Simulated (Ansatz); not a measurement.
Ga₂O₃:
```cif
data_Ga2O3
_chemical_formula_sum 'Ga2 O3'
_space_group_name_H-M_alt 'P-3m1'
_space_group_IT_number 164
_space_group_name_Hall '-P 3 2"'
_cell_length_a 2.99315
_cell_length_b 2.99315
_cell_length_c 6.97176
_cell_angle_alpha 90.000
_cell_angle_beta 90.000
_cell_angle_gamma 120.000
loop_
_atom_site_label
_atom_site_type_symbol
_atom_site_symmetry_multiplicity
_atom_site_Wyckoff_symbol
_atom_site_fract_x
_atom_site_fract_y
_atom_site_fract_z
_atom_site_occupancy
Ga1 Ga 2 d 0.33333 0.66667 0.20010 1
O1 O 1 a 0.00000 0.00000 0.00000 1
O2 O 2 d 0.66667 0.33333 0.30496 1
```

Relaxed with PBEsol.

### Question
Give the optical modes at the zone centre with their infrared activity from DFPT, the program Ansatz at the PBEsol level (PAW).

### Answer
Transverse frequencies, without the LO–TO term; a row sums one degenerate level.

```csv
ω (cm⁻¹),degeneracy,IR ((D/Å)²/amu),activity,symmetry
84i,2,25.49,IR,Eu
72,2,0.00,IR-inactive,Eg
205,1,0.00,IR-inactive,A1g
397,1,11.73,IR,A2u
533,1,0.00,IR-inactive,A1g
533,1,0.33,IR,A2u
539,2,34.28,IR,Eu
542,2,0.00,IR-inactive,Eg
```

### Question
How high does the top mode go among those that the LO–TO term moves?

### Answer
700 cm⁻¹ for q along x, 700 cm⁻¹ for q along y, 561 cm⁻¹ for q along z.

A made-up cell: these elements were put on the sites of a structure type; neither database checked (COD, Materials Project) lists it. It is not the phase usual at ambient conditions (space group No. 12, 167). The PBEsol relaxation kept the symmetry of its start. At this level the phase is dynamically unstable (imaginary phonons).

Potentials: the later of the program's two PAW sets.
